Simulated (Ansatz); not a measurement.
Bi (P6_3/mmc): electronic heat capacity and spin susceptibility from the density of states

These are results of DFT r2SCAN, scalar-relativistic, plane waves, PAW in Ansatz, not measurements.

Plane waves to 500 eV, a k mesh through Γ of 12×12×10 on the computed 2-atom cell and Gaussian smearing (0.10 eV); no spin polarisation.

Relaxed cell: P6_3/mmc, a = 4.344 Å, b = 4.344 Å, c = 4.217 Å, α = 90.00°, β = 90.00°, γ = 120.00°, 2 atoms in the primitive cell. This form isn't the element's structure at ambient conditions.

The density of states at the Fermi level is 0.948 states/eV in the cell of 2 atoms (2 formula units; both spins, tetrahedra on a 18×18×15 mesh).

Q: What Sommerfeld coefficient and Pauli susceptibility does this give?

A: Per formula unit N(E_F) = 0.474 states/eV. γ = (π²/3) k_B² N(E_F) N_A = 2.357 mJ/(mol K²) per state/eV, so γ = 1.1 mJ/(mol K²), a mole of formula units. χ_P = μ_B² N(E_F) N_A = 3.23×10⁻⁵ emu/mol per state/eV gives 1.5×10⁻⁵ emu/mol. This is the bare band result: a measured γ of the same phase is as a rule larger by a factor 1 + λ from phonons and spin fluctuations, the spin part of χ is larger by the Stoner factor, and a measured χ also holds orbital and core terms. N(E_F) at one energy is sensitive to the mesh where the density of states has sharp peaks.

Spin-orbit coupling is left out, which matters for the bands of heavy elements.

Cost: 1 run of about 0.74 core-minutes, on Intel Xeon Platinum 8488C (Sapphire Rapids) (shared hosts).